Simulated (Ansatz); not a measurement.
An Ansatz (a first-principles code) input:

Ansatz 0.2 input:
```yaml
crystal:
  lattice:
    - [2.0743886247, 1.1976488309, 9.8266622014]
    - [-2.0743886247, 1.1976488309, 9.8266622014]
    - [0.0, -2.3952976617, 9.8266622014]
  atoms:
    - { symbol: Bi, position: [0.3989853922, 0.3989853922, 0.3989853922] }
    - { symbol: Bi, position: [0.6010146078, 0.6010146078, 0.6010146078] }
    - { symbol: Se, position: [0.0, 0.0, 0.0] }
    - { symbol: Se, position: [0.2151188533, 0.2151188533, 0.2151188533] }
    - { symbol: Se, position: [0.7848811467, 0.7848811467, 0.7848811467] }
kpoints:
  mp_grid: { grid: [6, 6, 6] }
  band_path:
    path:
      - [[0.0, 0.0, 0.0], [0.5, 0.5, 0.5], [0.8234305865, 0.1765694135, 0.5]]  # Γ-T-H_2
      - [[0.5, -0.1765694135, 0.1765694135], [0.5, 0.0, 0.0], [0.0, 0.0, 0.0], [0.3382847068, -0.3382847068, 0.0]]  # H_0-L-Γ-S_0
      - [[0.6617152932, 0.0, 0.3382847068], [0.5, 0.0, 0.5], [0.0, 0.0, 0.0]]  # S_2-F-Γ
      - [VBM, CBM]
    npoints: 10
hamiltonian:
  xc: r2scan
  dispersion: d4
  pseudopotentials: { kind: paw }
magnetization: { noncollinear: true, spin_orbit: true }
scf:
  n_extra_bands: 12
  convergence: { dr2_threshold: 0.0000000001 }
  occupations: { method: gaussian, width: 0.01 }
checkpoint: { write: soc.run }
output: { eigenvalues: true }
```

Problem. How many symmetry operations and irreducible k-points will the run report?

Solution. 12 operations, 32 of 216 k-points.

Problem. With a cutoff of 500 eV, how many plane waves at Γ?

Solution. 3707.

It took very roughly 11 core-minutes on shared server cores.

Space group R-3m. The cell was relaxed with r²SCAN+D4 under the symmetry of its start.

Potentials: the later of the program's two PAW sets.

Ansatz is a plane-wave DFT program.
